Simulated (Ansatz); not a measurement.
Relaxed BaGaGeH (space group P3m1):

```
BaGaGeH
1.0
    4.30636     0.00000     0.00000
   -2.15318     3.72942     0.00000
    0.00000     0.00000     5.09325
Ba Ga Ge H
1 1 1 1
Direct
  0.33333   0.66667   0.99969
  0.00000   0.00000   0.54674
  0.66667   0.33333   0.44647
  0.00000   0.00000   0.88699
```

Method: PBEsol (plane waves to 420 eV, PAW, scalar-relativistic; Ansatz, a program for electronic structure). k mesh 7×7×5 (Γ-centred), Fermi-Dirac smearing 0.05 eV. As the smearing reaches across the gap at some points, energies and forces of such displacements shift with the k mesh and the smearing. BaGaGeH was relaxed with its symmetry unable to fall.

One atom of the cell was then moved (with its periodic images), all else fixed, and the forces (eV/Å) came out as:

```json
[
 {"atom": "Ba1", "Fx": "-0.566", "Fy": "0.186", "Fz": "-0.185"},
 {"atom": "Ga2", "Fx": "-3.813", "Fy": "-2.127", "Fz": "0.825"},
 {"atom": "Ge3", "Fx": "4.746", "Fy": "2.019", "Fz": "-0.668"},
 {"atom": "H4", "Fx": "-0.368", "Fy": "-0.078", "Fz": "0.029"}
]
```

**Question.** Which atom was moved, and by which vector (Å)?

**Answer.** Ge3, by (-0.51, 0.00, 0.00), 0.51 Å in all.

(A displaced cell: forces are minus the slopes of the energy, force constants its curvatures, and phonons follow from these.)
